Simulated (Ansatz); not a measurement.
Relaxed-ion elastic tensor of Mg$_{2}$Si (fluorite or antifluorite type, Fm-3m) in GPa (Voigt order), PBEsol (plane waves, PAW; program Ansatz); density 2.01 g/cm³, 21.10 Å³ per atom.

|  | 1 | 2 | 3 | 4 | 5 | 6 |
|---|---|---|---|---|---|---|
| 1 | 119 | 24.6 | 24.6 | 0.0 | 0.0 | 0.0 |
| 2 | 24.6 | 119 | 24.6 | 0.0 | 0.0 | 0.0 |
| 3 | 24.6 | 24.6 | 119 | 0.0 | 0.0 | 0.0 |
| 4 | 0.0 | 0.0 | 0.0 | 46.3 | 0.0 | 0.0 |
| 5 | 0.0 | 0.0 | 0.0 | 0.0 | 46.3 | 0.0 |
| 6 | 0.0 | 0.0 | 0.0 | 0.0 | 0.0 | 46.3 |

Task: Is the crystal mechanically stable?

Result: Yes: the smallest eigenvalue of C is 46.3 GPa.

Task: Work out the Voigt, Reuss and Hill averages.

Result: K_V = 56.1, K_R = 56.1, K_H = 56.1; G_V = 46.7, G_R = 46.7, G_H = 46.7 GPa.

Task: Give Young's modulus, Poisson's ratio, Pugh's ratio and the universal anisotropy index.

Result: E = 9KG/(3K + G) = 110 GPa; ν = 0.17; K/G = 1.20 (brittle by the Pugh limit of 1.75); A_U = 5G_V/G_R + K_V/K_R − 6 = 0.00.

Task: Estimate the sound speeds and the Debye temperature.

Result: v_l = √((K + 4G/3)/ρ) = 7670 m/s, v_t = √(G/ρ) = 4820 m/s, mean 5300 m/s; Θ = (h/k)(3n/4πV)^(1/3) v_m = 571 K.

Task: Give the Zener ratio and Young's modulus along [100], [110] and [111].

Result: A = 2C44/(C11 − C12) = 0.98; 1/E = S11 − 2(S11 − S12 − S44/2)Γ with Γ = 0, 1/4, 1/3 gives 111, 109, 109 GPa.

Task: Solve the Christoffel equation for the three sound speeds along [100], [110], [111].

Result: Eigenvalues of C_ijkl n_j n_l equal ρv². In km/s, slowest first: [100] 4.79, 4.79, 7.69; [110] 4.79, 4.85, 7.66; [111] 4.83, 4.83, 7.65.

The cell was relaxed with PBEsol under the symmetry of its start.

Potentials: the later of the program's two PAW sets.
